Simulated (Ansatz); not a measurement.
Mg₂Al₂Se₅:
```yaml
crystal:
  lattice:
    - [3.87140, 0.00000, 0.00000]
    - [-1.93570, 3.35273, 0.00000]
    - [0.00000, 0.00000, 16.08168]
  atoms:
    - { symbol: Mg, position: [0.33333, 0.66667, 0.59866] }
    - { symbol: Mg, position: [0.66667, 0.33333, 0.40134] }
    - { symbol: Al, position: [0.33333, 0.66667, 0.17119] }
    - { symbol: Al, position: [0.66667, 0.33333, 0.82881] }
    - { symbol: Se, position: [0.66667, 0.33333, 0.10587] }
    - { symbol: Se, position: [0.33333, 0.66667, 0.89413] }
    - { symbol: Se, position: [0.66667, 0.33333, 0.68677] }
    - { symbol: Se, position: [0.33333, 0.66667, 0.31323] }
    - { symbol: Se, position: [0.00000, 0.00000, 0.50000] }
```

r²SCAN+D4 (plane waves, PAW; program Ansatz) gives a gap of 1.86 eV without spin–orbit coupling, maximum at Γ, minimum at Γ.

Problem. What happens when spin–orbit coupling is switched on?

Solution. The gap drops by 0.13 eV, to 1.73 eV; maximum at Γ, minimum at Γ.

Problem. Give the electron effective mass with spin–orbit coupling.

Solution. 0.17, 0.17, 0.35 mₑ (principal values).

Problem. Give the hole effective mass with spin–orbit coupling.

Solution. 0.39 along x (mₑ).

Space group P-3m1. The first step of the workflow began from a Materials Project structure, measured or hypothetical; the Crystallography Open Database copy checked does not list it. Its standing as an ambient phase is unchecked. The r²SCAN+D4 relaxation kept the symmetry of its start; its stability against distortions is not shown here.

Potentials: the later of the program's two PAW sets.
